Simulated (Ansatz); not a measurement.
Geometry optimisation in Ansatz: input, command and trajectory.

```yaml
crystal:
  lattice:
    - [11.5117356765, 0.0, 0.0]
    - [0.0, 4.136173139, 0.0]
    - [0.0, 0.0, 4.4735613617]
  atoms:
    - { symbol: Sn, position: [0.1189729991, 0.25, 0.1131732387] }
    - { symbol: Sn, position: [0.3810270009, 0.75, 0.6131732387] }
    - { symbol: Sn, position: [0.6189729991, 0.25, 0.3868267613] }
    - { symbol: Sn, position: [0.8810270009, 0.75, 0.8868267613] }
    - { symbol: Se, position: [0.3557601798, 0.25, 0.0249233151] }
    - { symbol: Se, position: [0.1442398202, 0.75, 0.5249233151] }
    - { symbol: Se, position: [0.8557601798, 0.25, 0.4750766849] }
    - { symbol: Se, position: [0.6442398202, 0.75, 0.9750766849] }
basis:
  ecutwfc: 420
kpoints:
  mp_grid: { grid: [4, 6, 6] }
hamiltonian:
  xc: pbe
scf:
  occupations: { method: gaussian, width: 0.02 }
output:
  forces: true
  stress: true
  eigenvalues: true
relax:
  adjacent_minimum: "off"
  f_tol: 0.01
  max_steps: 30
  cell: { stress_tol: 0.1, fix: [volume] }
```

```bash
ansatz run input.yaml --threads 2 --pin off --max-ram 5120MiB --backend cpu --events-out ev --progress --plain --runs-dir out
```

Computed with DFT PBE, scalar-relativistic, plane waves, PAW (Ansatz 0.2.0).

The volume is held at 0.94 times that of the relaxed cell.

Of 7 frames 6 are shown, positions in Å and forces in eV/Å; the SCF threshold varies from step to step. Steps run on the plane waves of an earlier cell, with a Pulay correction in the pressure. The basis is chosen afresh for the last frame, the zero of the energies, and at times for earlier ones too; energy and pressure step there, also at an unchanged geometry. The mark taken_back stands on steps that the optimiser undid.

```xyz
8
Lattice="11.5117 0.0000 0.0000 0.0000 4.1362 0.0000 0.0000 0.0000 4.4736" Properties=species:S:1:pos:R:3:forces:R:3 pbc="T T T" step=1 free_energy_over_end_meV_per_atom=2.15 pressure_GPa=2.51
Sn    1.3696    1.0340    0.5063   -0.1481    0.0000   -0.1125
Sn    4.3863    3.1021    2.7431    0.1481    0.0000   -0.1125
Sn    7.1255    1.0340    1.7305   -0.1481    0.0000    0.1125
Sn   10.1422    3.1021    3.9673    0.1481    0.0000    0.1125
Se    4.0954    1.0340    0.1115    0.0929    0.0000    0.0903
Se    1.6605    3.1021    2.3483   -0.0929    0.0000    0.0903
Se    9.8513    1.0340    2.1253    0.0929    0.0000   -0.0903
Se    7.4163    3.1021    4.3621   -0.0929    0.0000   -0.0903
8
Lattice="11.4300 0.0000 0.0000 0.0000 4.1614 0.0000 0.0000 0.0000 4.4782" Properties=species:S:1:pos:R:3:forces:R:3 pbc="T T T" step=2 free_energy_over_end_meV_per_atom=3.60 pressure_GPa=1.26 taken_back
Sn    1.3097    1.0404    0.4051    0.1978    0.0000    0.0861
Sn    4.4054    3.1211    2.6442   -0.1978    0.0000    0.0861
Sn    7.0247    1.0404    1.8340    0.1978    0.0000   -0.0861
Sn   10.1204    3.1211    4.0731   -0.1978    0.0000   -0.0861
Se    4.0878    1.0404    0.0416   -0.1194    0.0000   -0.0009
Se    1.6272    3.1211    2.2807    0.1194    0.0000   -0.0009
Se    9.8028    1.0404    2.1974   -0.1194    0.0000    0.0009
Se    7.3423    3.1211    4.4365    0.1194    0.0000    0.0009
8
Lattice="11.4916 0.0000 0.0000 0.0000 4.1541 0.0000 0.0000 0.0000 4.4621" Properties=species:S:1:pos:R:3:forces:R:3 pbc="T T T" step=3 free_energy_over_end_meV_per_atom=0.30 pressure_GPa=1.87
Sn    1.3445    1.0385    0.4752    0.0077    0.0000   -0.0151
Sn    4.4013    3.1156    2.7062   -0.0077    0.0000   -0.0151
Sn    7.0903    1.0385    1.7558    0.0077    0.0000    0.0151
Sn   10.1471    3.1156    3.9869   -0.0077    0.0000    0.0151
Se    4.0977    1.0385    0.1033   -0.0018    0.0000    0.0167
Se    1.6481    3.1156    2.3343    0.0018    0.0000    0.0167
Se    9.8435    1.0385    2.1277   -0.0018    0.0000   -0.0167
Se    7.3939    3.1156    4.3588    0.0018    0.0000   -0.0167
8
Lattice="11.5160 0.0000 0.0000 0.0000 4.1901 0.0000 0.0000 0.0000 4.4143" Properties=species:S:1:pos:R:3:forces:R:3 pbc="T T T" step=4 free_energy_over_end_meV_per_atom=0.17 pressure_GPa=1.73
Sn    1.3525    1.0475    0.4527    0.0257    0.0000   -0.0159
Sn    4.4055    3.1426    2.6598   -0.0257    0.0000   -0.0159
Sn    7.1106    1.0475    1.7545    0.0257    0.0000    0.0159
Sn   10.1635    3.1426    3.9616   -0.0257    0.0000    0.0159
Se    4.1100    1.0475    0.1000   -0.0166    0.0000    0.0176
Se    1.6480    3.1426    2.3072    0.0166    0.0000    0.0176
Se    9.8680    1.0475    2.1071   -0.0166    0.0000   -0.0176
Se    7.4061    3.1426    4.3143    0.0166    0.0000   -0.0176
8
Lattice="11.5220 0.0000 0.0000 0.0000 4.1780 0.0000 0.0000 0.0000 4.4249" Properties=species:S:1:pos:R:3:forces:R:3 pbc="T T T" step=5 free_energy_over_end_meV_per_atom=0.06 pressure_GPa=1.78
Sn    1.3564    1.0445    0.4568    0.0125    0.0000   -0.0108
Sn    4.4046    3.1335    2.6692   -0.0125    0.0000   -0.0108
Sn    7.1174    1.0445    1.7557    0.0125    0.0000    0.0108
Sn   10.1656    3.1335    3.9681   -0.0125    0.0000    0.0108
Se    4.1112    1.0445    0.1053   -0.0069    0.0000    0.0089
Se    1.6497    3.1335    2.3177    0.0069    0.0000    0.0089
Se    9.8722    1.0445    2.1072   -0.0069    0.0000   -0.0089
Se    7.4107    3.1335    4.3196    0.0069    0.0000   -0.0089
8
Lattice="11.5379 0.0000 0.0000 0.0000 4.1778 0.0000 0.0000 0.0000 4.4189" Properties=species:S:1:pos:R:3:forces:R:3 pbc="T T T" step=7 free_energy_over_end_meV_per_atom=0.00 pressure_GPa=1.77
Sn    1.3665    1.0445    0.4439    0.0012    0.0000   -0.0010
Sn    4.4025    3.1334    2.6533   -0.0012    0.0000   -0.0010
Sn    7.1354    1.0445    1.7656    0.0012    0.0000    0.0010
Sn   10.1714    3.1334    3.9751   -0.0012    0.0000    0.0010
Se    4.1179    1.0445    0.1039    0.0004    0.0000   -0.0001
Se    1.6510    3.1334    2.3134   -0.0004    0.0000   -0.0001
Se    9.8868    1.0445    2.1056    0.0004    0.0000    0.0001
Se    7.4200    3.1334    4.3150   -0.0004    0.0000    0.0001
```

It took 110 s on 2 threads of Intel(R) Xeon(R) Platinum 8488C (Sapphire Rapids), with other jobs on the host, peak memory 0.93 GiB.